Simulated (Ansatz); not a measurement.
## ZnCu: from a starting cell to a relaxed one

The start is a randomly generated symmetric cell of ZnCu (space group No. 139). Cell shape, volume and atoms are optimised at zero target pressure with PBEsol (plane waves to 420 eV, PAW, scalar-relativistic; Ansatz, a quantum-chemistry and plane-wave program). First-step values are on the input's coarse k-mesh.

Ansatz input (later rounds restart from its end on a renewed k-mesh):
Ansatz 0.2 input:
```yaml
crystal:
  lattice:
    - [-1.3739621, 1.3739621, 3.5578214]
    - [1.3739621, -1.3739621, 3.5578214]
    - [1.3739621, 1.3739621, -3.5578214]
  atoms:
    - { symbol: Cu, position: [0, 0, 0] }
    - { symbol: Zn, position: [0.5, 0.5, 0] }
basis: { ecutwfc: 420, ecutrho_ratio: 4, xc_grid: 2, fft_grid_basis: typed }
kpoints: { mp_grid: { grid: [16, 16, 16] } }
hamiltonian:
  xc: pbesol
  dispersion: none
  pseudopotentials: { kind: paw }
scf: { occupations: { method: fermi_dirac, width: 0.05 } }
relax: { f_tol: 0.01, max_steps: 100, cell: { stress_tol: 0.02 } }
output: { forces: true, stress: true }
```

**Question.** How large is the pressure on the unrelaxed cell, and of which sign?

**Answer.** +96.7 GPa (positive: the cell is compressed).

**Question.** Does the structure survive the relaxation? Give the final space group.

**Answer.** The space group goes from I4/mmm (No. 139) to Fm-3m (No. 225); the end is rock salt type, with 2 atoms in the primitive cell.

**Question.** How does the volume per atom move from start to end?

**Answer.** +7.1 %, from 13.43 to 14.38 Å³/atom.

**Question.** What band gap does the relaxed structure have at this level?

**Answer.** Zero (metallic).

**Question.** Write out the relaxed structure.

**Answer.** 
Space group Fm-3m (No. 225); a = 4.8637 Å, b = 4.8637 Å, c = 4.8637 Å, α = 90.00°, β = 90.00°, γ = 90.00°

```json
[
 {"atom": "Cu", "site": "4a", "symmetry": "m-3m", "x": "0.0000", "y": "0.0000", "z": "0.0000"},
 {"atom": "Zn", "site": "4b", "symmetry": "m-3m", "x": "0.5000", "y": "0.5000", "z": "0.5000"}
]
```
(The calculation used a cell of 2 atoms; values per cell refer to that cell.)

Final values are on a 16×16×16 k-mesh of the relaxed cell. No spin polarisation in the result.

The run could not lose the symmetry of its start, so the end can be a saddle point.

All atoms sit on sites fixed by symmetry, so only the cell could relax.

The relaxed structure here is a generated cell of ZnCu: the first start was made by a random draw of sites in a space group, and the end was not matched to a known phase here, so it may be hypothetical. Known forms of ZnCu include space group No. 221.
